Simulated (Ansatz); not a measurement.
## Formation energy of WC-type BiTe

The computed numbers are results of PBE, scalar-relativistic (no spin polarisation) in the plane-wave PAW code Ansatz at 420 eV, 10×10×8 k-mesh, Gaussian smearing of 0.05 eV. The datasets are Ansatz's generated set soft_2.

The start was a prototype's sites filled with these elements. The Crystallography Open Database lists the compound in space groups P-3m1, Fm-3m (rock salt), so this is a trial structure.

It takes space group P-6m2 (No. 187, hexagonal). Conventional cell: a = 4.150 Å, b = 4.150 Å, c = 4.441 Å, α = 90.00°, β = 90.00°, γ = 120.00°. Bi (site symmetry -6m2) is surrounded by 6 Te at 3.27 Å. Around Te (site symmetry -6m2) lie 6 Bi at 3.27 Å. (Shells end 15 % past the nearest neighbour.)

The elements were computed in their standard states with the same datasets, cutoff and functional. Total energies depend on the potentials used, so only differences within one code and one set of settings carry meaning.

Energy of the relaxed cell (2 atoms, smearing extrapolated to zero): -19376.497 eV. Elements, in eV/atom: Bi -12396.551, Te -6979.958.

What is the formation energy?

[-19376.497 − (1 × -12396.551 + 1 × -6979.958)] / 2 = 0.01 eV/atom, or 1 kJ per mole of atoms.

The value is for 0 K, without zero-point energy. A positive value means that this structure is unstable even against the elements at this level.

With 31 valence electrons in the calculation's cell and no magnetic order, the bands, two electrons each, can't all be full or empty: band theory demands a metal.

Scalar-relativistic only: spin–orbit splittings of the heavy atoms' levels are missing. Spin polarisation wasn't tried.
